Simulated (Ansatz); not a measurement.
A plane-wave DFT run in Ansatz 0.2.0 (scalar-relativistic PAW potentials unless the input names others): input and command.

```yaml
crystal:
  lattice:
    - [4.8065815264, 0.0, 0.0]
    - [0.0, 4.8065815264, 0.0]
    - [0.0, 0.0, 4.8065815264]
  atoms:
    - { symbol: Be, position: [0.0, 0.0, 0.0] }
    - { symbol: Bi, position: [0.0, 0.5, 0.5] }
    - { symbol: Bi, position: [0.5, 0.0, 0.5] }
    - { symbol: Bi, position: [0.5, 0.5, 0.0] }
basis:
  ecutwfc: 420
kpoints:
  mp_grid: { grid: [10, 10, 10] }
hamiltonian:
  xc: pbe
  pseudopotentials: { kind: nc }
scf:
  occupations: { method: gaussian, width: 0.1 }
  max_iter: 60
output:
  forces: true
  eigenvalues: true
  stress: true
magnetization:
  spin_polarized: true
  spin_orbit: true
```

```bash
ansatz run input.yaml --threads 1 --pin off --max-ram 2560MiB --backend cpu --events-out ev --progress --plain --runs-dir out
```

Will this input run?

The program refuses it, because of spin-orbit coupling on scalar files and without noncollinear: true (magnetization: not typed → {"spin_polarized": true, "spin_orbit": true}; hamiltonian.pseudopotentials: not typed → {"kind": "nc"}). Without those keys it is accepted.

Abridged log:
```
Error: 2 input errors — fix all and re-run
  1. inconsistent input (magnetization.spin_orbit, magnetization.noncollinear): true requires noncollinear: true — spin–orbit coupling acts on 2-spinor wavefunctions; set both flags
  2. inconsistent input (magnetization.spin_orbit, hamiltonian.pseudopotentials.kind): true requires a fully-relativistic hamiltonian.pseudopotentials.kind (nc_fr or paw_fr), or kind: all_electron without datasets and azcp, which then solves Dirac's equation on LAPW. paw_fr resolves this project's PAW files (source: ansatz) by j as it reads them
```